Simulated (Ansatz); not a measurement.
In LDA in the plane-wave PAW code Ansatz, I in the molecular I2 type structure (Cmce) relaxes to a = 7.151 Å, b = 4.323 Å, c = 9.528 Å.

The Kohn–Sham gap is 0.68 eV (indirect).

An equation-of-state fit gives a bulk modulus of 15.2 GPa. The elastic constants imply a Debye temperature near 147 K.

The LDA relaxation kept the symmetry of its start. A crystal of weakly bound molecules computed without a dispersion correction: the cell and the soft elastic constants depend strongly on that. Spin–orbit coupling is left out wherever it is not named.

Potentials: the later of the program's two PAW sets.
